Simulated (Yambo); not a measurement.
BSE-type run in Yambo on a free-standing SnS2 monolayer (symmetry P-3m1, slab cell 15.9 Å high), at zero momentum.

Quantum ESPRESSO step (PBE, PseudoDojo standard norm-conserving files, scalar-relativistic):
```
&CONTROL
  calculation = 'nscf'
  pseudo_dir = './pseudo'
  outdir = './out'
/
&SYSTEM
  ibrav = 0
  nat = 3
  ntyp = 2
  ecutwfc = 72.0
  ecutrho = 288.0
  occupations = 'fixed'
  force_symmorphic = .true.
  nbnd = 52
  assume_isolated = '2D'
/
&ELECTRONS
  conv_thr = 3.0000000000000004e-09
  diago_full_acc = .true.
  diago_thr_init = 1e-08
/
ATOMIC_SPECIES
S 32.0600 S.upf
Sn 118.7100 Sn.upf
CELL_PARAMETERS angstrom
  3.646938765326   0.000000000000   0.000000000000
 -1.823469382663   3.158341616818   0.000000000000
  0.000000000000   0.000000000000  15.900000000000
ATOMIC_POSITIONS crystal
S   0.333333333000   0.666666667000   0.092661981800
S   0.666666666333   0.333333333667  -0.092661981800
Sn  -0.000000000000   0.000000000333  -0.000000000000
K_POINTS automatic
18 18 1 0 0 0
```

Yambo input:
```
rim_cut
optics
bse
bss
dipoles
RandQpts= 1000000
RandGvec= 2 Ry
CUTGeo= "slab z"
FFTGvecs= 30 Ry
BSKmod= "HARTREE"
BSEmod= "resonant"
BSSmod= "hs"
BSENGexx= 10 Ry
% KfnQP_E
 1.605 | 1.0 | 1.0 |
%
% BSEQptR
 1 | 1 |
%
% BSEBands
 9 | 18 |
%
% BEnRange
 0.0 | 9.7 | eV
%
% BDmRange
 0.1 | 0.1 | eV
%
BEnSteps= 194
% BLongDir
 1.0 | 0.0 | 0.0 |
%
BSHayTrs= -0.02
BSSNEig= 24
WRbsWF
```

From the report:

The dimension is k points × valence × conduction bands = 324 × 5 × 5 = 8100.
```
  [SLEPC] Approach                          : Krylov-Schur
  [SLEPC] Number of requested eigenvalues   :  24
  [SLEPC] Number of eigenvalues        [NEV]:  24
   [K] Dimension                                    :   8100
   [K] Bands                                        :   9  18
   [K] Exchange res                                 : yes
   [K] Correlation res                              : no
   [K] W interaction is bare                        : no
   [K] RL vectors exchange                          :   691
```
Lowest eigenvalues (eV; in brackets the number of states within 2 meV): 3.48 (3), 3.53 (4), 3.53 (2), 3.67 (6). They depend on the mesh, which isn't converged, and on the G0W0 scissor.

Bands and orbitals come from the standard potentials; the scissor and the G0W0 gaps come from a run at the same geometry on the stringent ones, which hold whole semicore shells in the valence.

Spin-orbit coupling is not included.

Geometry relaxed with PBEsol.
